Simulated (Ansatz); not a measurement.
An Ansatz (an electronic-structure program) run. Input:

Ansatz 0.2 input:
```yaml
crystal:
  lattice:
    - [4.9026435003, 0.0, 0.0]
    - [0.0, 4.9026435003, 0.0]
    - [0.0, 0.0, 4.9026435003]
  atoms:
    - { symbol: Ga, position: [0.0931992168, 0.0931992168, 0.0931992168] }
    - { symbol: Ga, position: [0.4068007832, 0.9068007832, 0.5931992168] }
    - { symbol: Ga, position: [0.5931992168, 0.4068007832, 0.9068007832] }
    - { symbol: Ga, position: [0.9068007832, 0.5931992168, 0.4068007832] }
    - { symbol: Pt, position: [0.3979892343, 0.3979892343, 0.3979892343] }
    - { symbol: Pt, position: [0.1020107657, 0.6020107657, 0.8979892343] }
    - { symbol: Pt, position: [0.8979892343, 0.1020107657, 0.6020107657] }
    - { symbol: Pt, position: [0.6020107657, 0.8979892343, 0.1020107657] }
kpoints:
  mp_grid: { grid: [9, 9, 9] }
hamiltonian:
  xc: pbesol
  pseudopotentials: { kind: paw }
scf:
  occupations: { method: fermi_dirac, width: 0.1 }
phonons:
  method: dfpt
  response_accuracy: low
  eigenvectors: true
  rigid_motions: translations
```

Output (shortened):

```
zone centre: on kpoints.mp_grid the ground state, and the responses unless they are solved on pairs of k-points, stand on 365 of the mesh's 729 k-points, …
Pseudopotentials: kind: paw
Pseudopotential: Ga, paw, valence charge 13
Pseudopotential: Pt, paw, valence charge 18
Functional definition: PBEsol
Crystal: 8 atoms, lattice volume = 117.840 Å³
Basis set: ecut = 420 eV, 2325 PW (Γ), exchange–correlation on 72×72×72 points (8 copies of the dense FFT grid, shifted against one another)
Bands: 75, of which v1, the nominal top of the filled ones, is band 62 counted from 1 (61 counted from 0)
Symmetry: 12 space group operations
k-points: 365 of 729 (irreducible under 1 space group operation, time reversal used)
PAW frozen core: Ga, regenerated for the run's functional, and the local potential with it
PAW frozen core: Pt, regenerated for the run's functional, and the local potential with it
Initial wavefunctions: pseudopotential atomic-orbital guess
Eigensolver: davidson
Functional: x = pbesol(κ = 0.804, μ = 0.12345679012345678), c = pbesol(β = 0.046)
SCF iter   1: F=—  HF=-64513.424511 eV  |F-HF|=—  |Δ(HF+E_count)|=         —  Δρ=6.75e-3  dr2=4.41e-2  ethr=1.77e-3  ⟨swp⟩=5.3  Hψ=88433  notcnv=0  defer=450
all-band conjugate gradients solve this SCF's bands
preconditioner: auto → Kerker (q_TF=auto, 2.752 Å⁻¹)
SCF iter   2: F=—  HF=-64513.420411 eV  |F-HF|=—  |Δ(HF+E_count)|=   4.10e-3  Δρ=3.39e-3  dr2=1.25e-2  ethr=3.55e-5  ⟨swp⟩=3.0  Hψ=54608  notcnv=0  defer=482
SCF iter   3: F=—  HF=-64513.418400 eV  |F-HF|=—  |Δ(HF+E_count)|=   2.01e-3  Δρ=1.01e-3  dr2=8.86e-4  ethr=1.01e-5  ⟨swp⟩=3.0  Hψ=46204  notcnv=0  defer=482
SCF iter   4: F=—  HF=-64513.417969 eV  |F-HF|=—  |Δ(HF+E_count)|=   4.31e-4  Δρ=4.01e-4  dr2=1.92e-4  ethr=7.14e-7  ⟨swp⟩=2.0  Hψ=33448  notcnv=0  defer=482
SCF iter   5: F=—  HF=-64513.417919 eV  |F-HF|=—  |Δ(HF+E_count)|=   4.99e-5  Δρ=8.84e-5  dr2=1.28e-5  ethr=1.55e-7  ⟨swp⟩=2.4  Hψ=40439  notcnv=0  defer=482
SCF iter   6: F=—  HF=-64513.417924 eV  |F-HF|=—  |Δ(HF+E_count)|=   4.33e-6  Δρ=2.47e-5  dr2=5.68e-7  ethr=1.03e-8  ⟨swp⟩=2.1  Hψ=37317  notcnv=0  defer=482
SCF iter   7: F=—  HF=-64513.417907 eV  |F-HF|=—  |Δ(HF+E_count)|=   1.63e-5  Δρ=6.22e-6  dr2=3.89e-8  ethr=4.58e-10  ⟨swp⟩=2.0  Hψ=45744  notcnv=0  defer=482
SCF iter   8: F=—  HF=-64513.417907 eV  |F-HF|=—  |Δ(HF+E_count)|=   6.60e-9  Δρ=1.11e-6  dr2=1.41e-9  ethr=3.14e-11  ⟨swp⟩=2.0  Hψ=34441  notcnv=0  defer=482
SCF iter  10: F=-64513.417907 eV  HF=-64513.417907 eV  |F-HF|=2.91e-11  |Δ(HF+E_count)|=  3.64e-11  Δρ=5.91e-8  dr2=3.76e-12  ethr=1.00e-12  ⟨swp⟩=9.3  Hψ=138850  notcnv=0
SCF 1 converged in 10 iterations: F = -64513.417907 eV  dr2 = 3.76e-12
DFPT response loops at Γ: preconditioner auto → Kerker (q_TF=auto, 2.752 Å⁻¹) (partly filled bands, converged f_vac=0.000) …
SCF converged after 10 iterations
Free energy (F): -64513.417907 eV
Harris-Foulkes:  -64513.417907 eV  (|F-HF|=2.91e-11)
Internal energy: -64513.360630 eV  (E = F + TS)
E sigma→0 (E₀):  -64513.389269 eV
Entropy (-TS):   -0.057278 eV (-7.160 meV/atom)
Fermi energy:    18.575380 eV
--- Per-component energies (eV) ---
  E_band       = -577.020179
  E_kinetic    = 3026.895476
  E_local      = -12571.054128  (includes V_loc(G=0)·N_el)
  E_nonlocal   = 2519.900411
  E_hartree    = 5359.174877
  E_xc         = -1320.542399
  E_vxc        = -1449.222260  (∫ρ·V_xc dr)
  E_paw        = -45071.054681  (= ΣΔE_a)
  E_vpaw       = -2821.889571  (= ΣTr[D̂ρ^β])
  E_aug_tail   = 0.000234  (compensation charges beyond the density's cutoff)
  E_ewald      = -16461.280256
  E_core_change = 4.599836  (= ΣΔE_core)
  E_smearing   = -0.057278  (= −TS)
  E_closure    = 0.000000  (closes the sum)
  Σ components = -64513.417907   (vs F -64513.417907, Δ=0.00e0)
  [band-id]    e_kinetic+e_local+e_nonlocal+2·e_hartree+e_vxc+e_vpaw+e_augmentation_tail = -577.020084   (vs E_band -577.020179, Δ=9.46e-5)
--- Band table (eV; the first three rows and the last of 365) ---
  k-point 0: bands = ["-80.0922", "-80.0860", "-80.0860", "-80.0860", "-34.3649", "-34.3649", "-34.3649", "-34.3218", "-34.3218", "-34.3218", "-34.3061", "-34.2713", "-34.2713", "-34.2471", "-34.2471", "-34.2471", "3.5230", "3.5230", "3.5230", "3.5401", "3.5401", "3.5401", "3.5995", "3.5995", "3.5995", "3.6117", "3.6342", "3.6342", "3.6635", "3.6635", "3.6635", "3.7206", "3.7206", "3.7206", "3.7349", "3.7349", "6.5769", "10.9857", "10.9857", "10.9857", "13.1067", "13.1067", "13.1067", "13.7460", "13.7460", "13.7460", "13.7962", "14.4022", "14.4022", "14.4022", "14.4826", "14.4826", "15.5350", "15.5350", "15.5350", "16.6253", "16.6253", "17.0582", "17.0582", "17.0582", "18.3430", "18.3430", "18.3430", "21.7961", "21.7961", "21.7961", "23.0263", "23.0263", "23.1604", "23.5030", "23.5030", "23.5030", "24.3489", "24.3489", "24.3489"]
  k-point 1: bands = ["-80.0921", "-80.0866", "-80.0860", "-80.0856", "-34.3696", "-34.3655", "-34.3586", "-34.3295", "-34.3236", "-34.3123", "-34.3073", "-34.2708", "-34.2696", "-34.2485", "-34.2483", "-34.2465", "3.5159", "3.5195", "3.5261", "3.5372", "3.5397", "3.5502", "3.5894", "3.6028", "3.6072", "3.6220", "3.6266", "3.6312", "3.6584", "3.6620", "3.6662", "3.7064", "3.7181", "3.7314", "3.7361", "3.7392", "6.6673", "10.6576", "11.0072", "11.1963", "12.8944", "13.1007", "13.2590", "13.5647", "13.6394", "13.9760", "14.0324", "14.1499", "14.1888", "14.4440", "14.5824", "14.7115", "15.3976", "15.5488", "15.7153", "16.5768", "16.6290", "16.6746", "16.9838", "17.4173", "18.0698", "18.2831", "19.0055", "21.2450", "21.5305", "21.9439", "22.3490", "22.7240", "22.9674", "23.1522", "23.6820", "24.2239", "24.4801", "24.9286", "25.3029"]
  k-point 2: bands = ["-80.0916", "-80.0874", "-80.0858", "-80.0853", "-34.3727", "-34.3674", "-34.3516", "-34.3343", "-34.3281", "-34.3107", "-34.3016", "-34.2694", "-34.2654", "-34.2516", "-34.2506", "-34.2470", "3.5063", "3.5147", "3.5295", "3.5354", "3.5409", "3.5649", "3.5803", "3.6045", "3.6118", "3.6212", "3.6228", "3.6368", "3.6521", "3.6570", "3.6674", "3.6955", "3.7120", "3.7220", "3.7481", "3.7501", "6.9363", "10.1337", "11.0679", "11.3434", "12.6443", "13.0847", "13.4365", "13.5263", "13.5481", "13.9757", "14.0085", "14.1940", "14.2137", "14.4393", "14.7654", "14.9312", "15.2953", "15.5775", "15.9499", "16.4214", "16.4691", "16.4778", "16.9712", "17.2789", "18.1035", "18.1497", "20.0308", "20.6622", "20.9566", "21.4476", "21.5390", "22.6439", "22.9831", "23.3190", "23.7761", "24.5801", "25.3271", "25.8441", "25.8550"]
  k-point 364: bands = ["-80.0900", "-80.0892", "-80.0856", "-80.0854", "-34.3724", "-34.3702", "-34.3409", "-34.3369", "-34.3319", "-34.3258", "-34.2850", "-34.2761", "-34.2586", "-34.2557", "-34.2502", "-34.2470", "3.4991", "3.5045", "3.5268", "3.5368", "3.5528", "3.5628", "3.5827", "3.5873", "3.6114", "3.6182", "3.6374", "3.6407", "3.6481", "3.6554", "3.6787", "3.6871", "3.6925", "3.6980", "3.7571", "3.7630", "8.1325", "8.8290", "11.1660", "11.3464", "12.4535", "12.6073", "13.4645", "13.5988", "13.7807", "13.9091", "14.0167", "14.0719", "14.4847", "14.7259", "15.0397", "15.2001", "15.3790", "15.5690", "15.7470", "16.0147", "16.1970", "16.2569", "17.0416", "17.2710", "17.5285", "17.7852", "20.1274", "20.4072", "20.7288", "20.8539", "21.8789", "22.1786", "23.6063", "23.7532", "24.4710", "24.9582", "25.2765", "26.2193", "26.7805"]
  band table: 75 of 75 bands, residual norms ≤ 1.0e-3 eV
--- Phonons (Γ-DFPT): 2 representative perturbations + reference, on 365 of 729 k-points (Σ response iterations 7) ---
  k mesh reduced under 1 symmetry operation, with k and −k counted as one. Each operation leaves every solved perturbation unchanged …
  ASR residual: 4.361e-4 → 0.000e0 eV/Å²; symmetrization residual: 5.769e-5 eV/Å²
  ASR residual per site (eV/Å²): 6.56e-5 6.56e-5 6.56e-5 6.56e-5 4.36e-4 4.36e-4 4.36e-4 4.36e-4
  Γ frequencies (cm⁻¹): 0.00 0.00 0.00 73.38 88.63 88.63 95.12 95.12 95.12 102.71 102.71 102.71 157.43 157.43 157.43 159.19 159.19 182.67 182.67 182.67 190.36 228.66 228.66 228.66
  non-analytic LO–TO correction: not included (Born effective charges unavailable; polar crystals: no LO–TO splitting at Γ)
```

Cost: around 25 core-minutes (rough) on shared cores.

Space group P2_13. The workflow started from a Materials Project entry (that database holds measured and hypothetical structures alike); the Crystallography Open Database copy checked does not list it. With Ga and Pt taken as one species the cell has the higher symmetry Pa-3, so it may be an ordered model of a mixed-site phase. Whether it is the stable phase at ambient conditions was not checked. The cell was relaxed with PBEsol under the symmetry of its start; of distortions, only those at the zone centre were tested. The run is not spin-polarised. As this level gives no gap, phonon frequencies hold no LO–TO term and depend on the k-mesh and smearing (Fermi–Dirac, 0.1 eV here). Scalar-relativistic: spin–orbit coupling is off unless named, which matters more the heavier the elements.

Potentials: the later of the program's two PAW sets.

Ansatz is a plane-wave DFT program.
